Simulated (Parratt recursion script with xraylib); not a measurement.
Thickness fringes of films on Si (X-ray reflectivity)

Calculation: specular X-ray reflectivity, Parratt recursion, Névot-Croce roughness, xraylib tables; Parratt recursion script with xraylib 4.3.0.

Photon energy 5.415 keV (λ = 2.2896 Å), s polarisation. The grazing angle θ is scanned from 0.05° to 5.94° in 900 evenly spaced points, and the curve is smoothed with a Gaussian of 0.004° full width. A minimum is a scan point below both neighbours, placed by a parabola through ln R at the three points.

Each run is one film on Si (density 2.313 g/cm³, δ = 16.75 × 10⁻⁶, rms roughness 2.3 Å) under vacuum. The film surface has an rms roughness of 2.6 Å in all runs. The refractive index is n = 1 − δ + iβ. The table lists all minima between 0.9 and 3.1°.

```
run  film  thickness d (Å)  density (g/cm³)  δ (10⁻⁶)  β (10⁻⁶)                                                minima at θ (°)
---  ----  ---------------  ---------------  --------  --------  -------------------------------------------------------------
A      Hf              200           12.913     69.61     9.858         0.950, 1.199, 1.479, 1.777, 2.084, 2.396, 2.713, 3.032
B      Hf              200           13.313     71.77     10.16         0.957, 1.204, 1.484, 1.781, 2.087, 2.399, 2.715, 3.034
C      Hf              250           12.913     69.61     9.858  1.043, 1.252, 1.479, 1.716, 1.960, 2.208, 2.459, 2.712, 2.967
D      Hf              160           12.913     69.61     9.858                                                              ?
```

Densities are inputs, not measurements. They were set from computed cells of the Materials Project: Hf from entry mp-103 (P6₃/mmc, 13.313 g/cm³, taken at 97 and 100 %); Si from entry mp-149 (Fd-3m, 2.313 g/cm³). A layer's crystal structure does not enter its constants, only its composition and density.

### Question
How many minima does run D have between 0.9 and 3.1°, and where?

### Answer
Inside a film the fringe order is m = (2d/λ)(sin²θ − 2δ)^½, with the film's own δ. Where the film's δ lies above the substrate's, its two faces reflect with opposite signs, and minima are expected at whole m.

- Run A, δ above the substrate's: the minima give m = 2.03, 3.02, 4.01, 5.01, 6.01, 7.01, 8.01, 9.01.
- Run B, δ above the substrate's: the minima give m = 2.03, 3.02, 4.01, 5.01, 6.01, 7.01, 8.01, 9.01.
- Run C, δ above the substrate's: the minima give m = 3.03, 4.02, 5.01, 6.01, 7.01, 8.01, 9.01, 10.01, 11.01.

In run D the film's δ lies above the substrate's, so take whole m. The window runs from m = 1.45 to 7.38 and holds m = 2, 3, 4, 5, 6, 7. Then sin²θ = 2δ + (mλ/2d)² gives θ = 1.063, 1.404, 1.774, 2.159, 2.552, 2.950°.

The run has 6 minima, at 1.069, 1.408, 1.777, 2.162, 2.554, 2.952°. The largest distance from one of them to an estimated minimum is 0.006°, against a mean spacing of 0.377°.
